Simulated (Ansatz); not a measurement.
ScAg:
```
ScAg
1.0
    3.33878     0.00000     0.00000
    0.00000     3.33878     0.00000
    0.00000     0.00000     3.33878
Sc Ag
1 1
Direct
  0.50000   0.50000   0.50000
  0.00000   0.00000   0.00000
```

Relaxed with LDA. Special points in fractions of this cell's reciprocal vectors: Γ (0.000, 0.000, 0.000); X (0.000, 0.500, 0.000); M (0.500, 0.500, 0.000); R (0.500, 0.500, 0.500).

Task: List the band energies nearest the Fermi level at these points for DFT-LDA in the program Ansatz with PAW potentials.

Result: In eV from the Fermi level; about four levels below and three above (degenerate sets whole), none deeper than 8.9 eV; points with the same levels are listed once.

```
k                          below                     above
-  -----------------------------  ------------------------
Γ  -6.02 -6.02 -4.87 -4.87 -4.87  0.55 0.55 2.86 2.86 2.86
X        -4.73 -3.35 -2.45 -0.03            1.11 1.11 2.57
M        -5.34 -5.34 -4.27 -1.88            0.05 0.05 0.95
R  -4.24 -4.24 -1.40 -1.40 -1.40            3.40 3.40 3.85
```

Space group Pm-3m (CsCl type). The workflow started from a Materials Project entry (that database holds measured and hypothetical structures alike); the Crystallography Open Database files this formula in space group No. 221, but the cells were not matched. Whether it is the stable phase at ambient conditions was not checked. The cell was relaxed with LDA under the symmetry of its start; of distortions, only those at the zone centre were tested. The run is not spin-polarised. Scalar-relativistic: spin–orbit coupling is off unless named, which matters more the heavier the elements.

Potentials: the later of the program's two PAW sets.
